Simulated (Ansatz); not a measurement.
## Ti3C2: how the free axis answers a strain

Ti3C2, P6_3/mmc, a = 3.042 Å, c = 14.985 Å. The structure is a Materials Project entry; whether it is the stable form wasn't checked. Ansatz: PBEsol, PAW, 420 eV, Γ-centred 12×12×4 mesh on 10 atoms, Gaussian smearing 0.10 eV; no spin polarisation. Series: biaxial strain in the a-b plane, c and atoms relaxed; x is the strain in per cent. y is the change of c in per cent of 14.985 Å.

| x (%) | y (%) |
| --- | --- |
| -4.0 | ? |
| -2.0 | 0.56 |
| 0.0 | 0.00 |
| 2.0 | -0.55 |
| 4.0 | -1.04 |

Task: Fit y = c1 x + c2 x² to the other rows, say what c1 measures, and predict the missing y.

Result: Least squares on the rows shown. y = −0.2752 x + 0.003523 x². With no stress along c, c1 = −2C13/C33 = -0.275. At x = -4.0 the fit asked for gives 1.16 %. The run gave 1.24 %, so the fit is 0.08 % too low, 3.5 % of the span of the series, against an rms of 0.009 % on the fitted rows. The row lies outside the fitted range. With a term in x³ added, a fit to the same known rows (none to spare) predicts 1.08 %, further off still.